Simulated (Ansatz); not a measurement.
CaSnS$_{3}$ in space group R-3 (No. 148; Ca on 6c, Sn on 6c, S on 18f), PBEsol in the plane-wave PAW code Ansatz. The conduction-band minimum lies at T, with 1 equivalent valley. Second derivatives d²E/dk² of the lowest band at one valley (eV·Å²), along Cartesian directions:

```
direction  d²E/dk²
---------  -------
[100]        9.478
[010]        9.478
[001]        13.55
[110]        9.478
[101]        11.51
[011]        11.51
```

Problem. Find the principal effective masses, the density-of-states mass and the conductivity mass.

Solution. Off-diagonal terms follow from H_xy = H[110] − (H_xx + H_yy)/2, and m*/mₑ = 7.620 eV·Å² over each eigenvalue: 0.56, 0.80, 0.80. One valley's DOS mass (m₁m₂m₃)^(1/3) = 0.71, conductivity mass 3/(Σ 1/mᵢ) = 0.70 mₑ.

Problem. What effective density of states Nc follows at 300 K for parabolic valleys?

Solution. Nc = 2.509e19 × 1 × (0.71)^(3/2) ≈ 1.5e19 cm⁻³.

The first step of the workflow began from a Materials Project structure, measured or hypothetical; the Crystallography Open Database copy checked does not list it. Its standing as an ambient phase is unchecked. Symmetry was held in the PBEsol relaxation; of distortions, only those at the zone centre were tested. Spin–orbit coupling is left out wherever it is not named.

Potentials: the later of the program's two PAW sets.

Edges and masses are those of Kohn–Sham bands, whose gap is no quasiparticle gap.
